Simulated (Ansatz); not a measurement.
TiCo: one input, then a changed one

Structure from Materials Project entry mp-823 (possibly hypothetical), not relaxed further. The listed cell was then made from it by scaling, straining or moving an atom.

First run: DFT, PBEsol, all-electron PAW with datasets made for the crystal, scalar-relativistic (Ansatz 0.2.0).

Command: `ansatz run input.yaml --threads 1 --pin off --max-ram 3072MiB --backend cpu --events-out ev --progress --plain --runs-dir out` The run took 27 s on 1 thread of Arm Neoverse V1, on a shared host.

```yaml
crystal:
  lattice:
    - [3.0446770546, 0.0, 0.0]
    - [0.0, 3.0446770546, 0.0]
    - [0.0, 0.0, 3.0446770546]
  atoms:
    - { symbol: Ti, position: [0.0, 0.0, 0.0], spin: -1.0 }
    - { symbol: Co, position: [0.5, 0.5, 0.5], spin: 2.0 }
magnetization:
  spin_polarized: true
kpoints:
  mp_grid: { grid: [11, 11, 11] }
scf:
  occupations: { method: fermi_dirac, width: 0.03 }
hamiltonian:
  xc: pbesol
  pseudopotentials: { kind: all_electron, datasets: crystal }
output:
  forces: true
  stress: true
  eigenvalues: true
  efg: { contact_densities: true }
```

Result: converged; pressure -15.02 GPa; moment 0.90 μB; 14 SCF iterations.

The input is then changed:

```diff
@@ -21,3 +21,4 @@
   eigenvalues: true
   efg: { contact_densities: true }
+accuracy: high
```

What does the second run give?

It was refused before any iteration. The program says:
```
Error: hamiltonian.pseudopotentials.datasets: crystal, beside a feature not held to (accuracy, as the run sets its own cutoffs) — the datasets of this kind: all_electron run are made for its crystal, and no such run has been held to what stands beside, or a reason given rules it out; change each as told or leave it out, or set another kind (and leave the keys of all_electron out)
```
